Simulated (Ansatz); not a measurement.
Ti3Al:
Space group P6₃/mmc (No. 194); a = b = 5.6880 Å, c = 4.6069 Å, α = β = 90.00°, γ = 120.00°

```json
[
 {"atom": "Ti", "site": "6h", "symmetry": "mm2", "x": "0.3392", "y": "0.1696", "z": "0.2500"},
 {"atom": "Al", "site": "2c", "symmetry": "-6m2", "x": "0.3333", "y": "0.6667", "z": "0.2500"}
]
```

Relaxed with PBEsol in the plane-wave PAW code Ansatz. Indices refer to the conventional cell of P6_3/mmc, a = b = 5.688 Å, c = 4.607 Å, α = β = 90.00°, γ = 120.00°.

Simulate the powder diffraction pattern (Cu Kα, λ = 1.54184 Å; lines above 1 %) up to 2θ = 90°.

Simulated powder pattern, Cu Kα, λ = 1.54184 Å (kinematic, ideal powder, no thermal factors, no anomalous dispersion; the 30 strongest lines at most, above 1 %, up to 2θ = 90°):

```json
[
 {"2θ (°)": "18.01", "d (Å)": "4.926", "I/Imax (%)": "1.1", "hkl": "(1 0 -1 0)"},
 {"2θ (°)": "26.49", "d (Å)": "3.365", "I/Imax (%)": "6.4", "hkl": "(1 0 -1 1)"},
 {"2θ (°)": "31.46", "d (Å)": "2.844", "I/Imax (%)": "2.2", "hkl": "(1 1 -2 0)"},
 {"2θ (°)": "36.48", "d (Å)": "2.463", "I/Imax (%)": "25", "hkl": "(2 0 -2 0)"},
 {"2θ (°)": "39.11", "d (Å)": "2.303", "I/Imax (%)": "27", "hkl": "(0002)"},
 {"2θ (°)": "41.58", "d (Å)": "2.172", "I/Imax (%)": "100", "hkl": "(2 0 -2 1)"},
 {"2θ (°)": "54.55", "d (Å)": "1.682", "I/Imax (%)": "14", "hkl": "(2 0 -2 2)"},
 {"2θ (°)": "65.66", "d (Å)": "1.422", "I/Imax (%)": "15", "hkl": "(2 2 -4 0)"},
 {"2θ (°)": "72.54", "d (Å)": "1.303", "I/Imax (%)": "16", "hkl": "(2 0 -2 3)"},
 {"2θ (°)": "77.51", "d (Å)": "1.231", "I/Imax (%)": "2.2", "hkl": "(4 0 -4 0)"},
 {"2θ (°)": "79.16", "d (Å)": "1.210", "I/Imax (%)": "17", "hkl": "(2 2 -4 2)"},
 {"2θ (°)": "80.78", "d (Å)": "1.190", "I/Imax (%)": "12", "hkl": "(4 0 -4 1)"},
 {"2θ (°)": "84.04", "d (Å)": "1.152", "I/Imax (%)": "2.4", "hkl": "(0004)"}
]
```

The cell was relaxed with PBEsol under the symmetry of its start; of distortions, only those at the zone centre were tested. No spin polarisation was allowed. Axis ratios of metals converge slowly with the k-mesh, so a and c are less sure than the volume.

Potentials: the later of the program's two PAW sets.
